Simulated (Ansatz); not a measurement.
Ga2AsP:
```cif
data_As3Ga6P3
_chemical_formula_sum 'Ga6 P3 As3'
_space_group_name_H-M_alt 'R3m :H'
_space_group_IT_number 160
_space_group_name_Hall 'R 3 -2"'
_cell_length_a 3.92220
_cell_length_b 3.92220
_cell_length_c 19.22441
_cell_angle_alpha 90.000
_cell_angle_beta 90.000
_cell_angle_gamma 120.000
loop_
_atom_site_label
_atom_site_type_symbol
_atom_site_symmetry_multiplicity
_atom_site_Wyckoff_symbol
_atom_site_fract_x
_atom_site_fract_y
_atom_site_fract_z
_atom_site_occupancy
Ga1 Ga 3 a 0.00000 0.00000 0.00249 1
Ga2 Ga 3 a 0.00000 0.00000 0.49742 1
P1 P 3 a 0.00000 0.00000 0.37488 1
As1 As 3 a 0.00000 0.00000 0.87519 1
```
(The calculation used a cell of 4 atoms; values per cell refer to that cell.)

Relaxed with PBEsol. Plane-wave PAW PBEsol (Ansatz code) gives a gap of 0.96 eV.

Task: What gap does HSE06 give on the same cell (Ansatz, PAW)?

Result: 1.89 eV, 0.93 eV more. The hybrid was solved on a coarser mesh and at special points; its gap is the smallest among all of these.

```tsv
k	v1 PBEsol	c1 PBEsol	v1 HSE06	c1 HSE06
Γ	0.00	0.96	0.00	1.89
T	-0.46	1.41	…	…
L	-1.92	1.91	…	…
F	-1.19	1.11	-1.29	1.97
S0	-2.12	2.09	…	…
H0	-2.16	2.35	…	…
```

Task: Top valence (v1) and lowest conduction level (c1) in eV from each method's valence maximum (which need not be a listed point): supply the withheld HSE06 values.

Result: 
- L, v1 HSE06: -2.06
- L, c1 HSE06: 2.73
- S0, v1 HSE06: -2.28
- S0, c1 HSE06: 2.90
- T, v1 HSE06: -0.48
- T, c1 HSE06: 2.30
- H0, v1 HSE06: -2.30
- H0, c1 HSE06: 3.17

Cost on shared cores: the PBEsol run (SCF on a 8×8×8 mesh, then bands and DOS) about 2.2 core-minutes (a rough figure), the HSE06 run (SCF on 6×6×6, then a few points) around 16 core-minutes (rough); the tasks are unlike.

The first step of the workflow began from a Materials Project structure, measured or hypothetical; the Crystallography Open Database copy checked does not list it. With P and As taken as one species the cell has the higher symmetry F-43m, so it may be an ordered model of a mixed-site phase. Its standing as an ambient phase is unchecked. The PBEsol relaxation kept the symmetry of its start; its stability against distortions is not shown here. Scalar-relativistic: spin–orbit coupling is off unless named, which matters more the heavier the elements.

Potentials: the later of the program's two PAW sets.
